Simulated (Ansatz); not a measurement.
All numbers below come from Ansatz 0.2.0, DFT PBE, scalar-relativistic, plane waves, PAW. All cells share a 420 eV cutoff and Γ-centred k meshes spaced at most about 0.3 Å⁻¹ (about 0.25 or finer for metals, 2π included). No spin polarisation in the final relaxations.

All energies are static (0 K, no zero-point motion). All come from trial cells, and lower structures may exist.

Task: Order these relaxed structures of SrTl2Zn2 by energy, lowest first, with the energy over the lowest of them.
A.

```cif
data_structure
_symmetry_space_group_name_H-M 'Cmmm'
_symmetry_Int_Tables_number 65
_cell_length_a 6.9546
_cell_length_b 8.9418
_cell_length_c 5.9264
_cell_angle_alpha 90.000
_cell_angle_beta 90.000
_cell_angle_gamma 90.000
_cell_volume 368.54
loop_
_atom_site_label
_atom_site_type_symbol
_atom_site_symmetry_multiplicity
_atom_site_Wyckoff_symbol
_atom_site_fract_x
_atom_site_fract_y
_atom_site_fract_z
_atom_site_occupancy
Sr1 Sr 2 a 0.00000 0.00000 0.00000 1
Zn1 Zn 4 h 0.18958 0.00000 0.50000 1
Tl1 Tl 4 j 0.50000 0.20401 0.50000 1
```

B.

```cif
data_structure
_symmetry_space_group_name_H-M 'C2/m'
_symmetry_Int_Tables_number 12
_cell_length_a 12.2718
_cell_length_b 4.4195
_cell_length_c 5.0937
_cell_angle_alpha 90.000
_cell_angle_beta 107.199
_cell_angle_gamma 90.000
_cell_volume 263.90
loop_
_atom_site_label
_atom_site_type_symbol
_atom_site_symmetry_multiplicity
_atom_site_Wyckoff_symbol
_atom_site_fract_x
_atom_site_fract_y
_atom_site_fract_z
_atom_site_occupancy
Sr1 Sr 2 a 0.00000 0.00000 0.00000 1
Zn1 Zn 4 i 0.26128 0.00000 0.87330 1
Tl1 Tl 4 i 0.13459 0.50000 0.54614 1
```

Result: B (0 meV/atom), A (322 meV/atom). Forms: B C2/m; A Cmmm. Counting all near atoms (those within 1.25 times the shortest distance at each site; a plus sign parts nearer from farther groups): B has Sr 14, Tl 5, Zn 6; A has Sr 4+4, Tl 4, Zn 7.

Spin–orbit coupling, which can matter for Tl, is left out. Cells relaxed within their symmetry can be saddle points. The C2/m cell of SrTl2Zn2 came from shaking the Cmmm one. Some candidate types were left out of the draw beforehand, so a known form may be missing.
